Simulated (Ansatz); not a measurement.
Space group P6_3/mmc (No. 194). a = 4.438 Å, b = 4.438 Å, c = 6.000 Å, α = 90.00°, β = 90.00°, γ = 120.00°
| atom | site | symmetry | x | y | z |
| --- | --- | --- | --- | --- | --- |
| Ba | 2c | -6m2 | 0.6667 | 0.3333 | 0.7500 |
| H | 2d | -6m2 | 0.3333 | 0.6667 | 0.7500 |
| H | 2a | -3m. | 0.0000 | 0.0000 | 0.5000 |

Equation of state of this BaH₂ structure (not necessarily the ground state), with shape and atoms relaxed at each volume where symmetry leaves them free. These are results of DFT r2SCAN, scalar-relativistic, plane waves, PAW (Ansatz), not measurements.

Plane waves to 500 eV, a k mesh through Γ of 6×6×6 on the computed 6-atom cell and Gaussian smearing (0.02 eV); no spin polarisation.

```tsv
V (Å³/atom)	E − E(largest V) (meV/atom)	P (GPa)	gap on mesh (eV)
15.014	15.46	5.21	2.48
15.526	1.49	3.58	2.48
16.038	-7.66	2.17	2.42
16.550	-12.71	0.98	2.35
17.061	-14.24	-0.01	2.28
17.573	-12.75	-0.90	2.23
18.085	-8.69	-1.65	2.19
18.768	0.00	-2.43	2.13
```

Q: Fit a third-order Birch–Murnaghan equation to E(V).

A: V0 = 17.05 Å³/atom, B0 = 31 GPa, B0' = 4.2.

Spin-orbit coupling is left out, which matters for the bands of heavy elements.

Cost: 8 runs of about 8.1 core-minutes in all, on AMD EPYC (Zen 3) (shared hosts).